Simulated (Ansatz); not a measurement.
YCu: strain energy, fitted

YCu, Pm-3m, a = 3.424 Å. The structure is a Materials Project entry; whether it is the stable form wasn't checked. Ansatz: PBEsol, PAW, 420 eV, Γ-centred 12×12×12 mesh on 2 atoms, Gaussian smearing 0.10 eV; no spin polarisation. Series: biaxial strain in the a-b plane, c and atoms relaxed; x is the strain in per cent. y is the free energy over the unstrained cell, V0 = 20.079 Å³/atom.

```
x (%) y (meV/atom)
 -6.0             ?
 -4.0         27.17
 -2.0          6.93
  0.0          0.00
  2.0          7.08
  4.0         27.23
  6.0         59.42
```

Task: Fit y = c2 x² + c3 x³ to the other rows, turn c2 into a modulus, and predict the missing energy.

Result: Least squares on the rows shown. y = 1.6881 x² − 0.0052258 x³. In eV per unit strain² c2 is 16.88; M is the biaxial modulus (E = M V0 ε²): 16.88 × 160.2 / (20.079) = 135 GPa. At x = -6.0 the fit asked for gives 61.90 meV/atom. The run gave 61.33 meV/atom, so the fit is 0.57 meV/atom too high, within twice the rms miss on the fitted rows (0.33 meV/atom).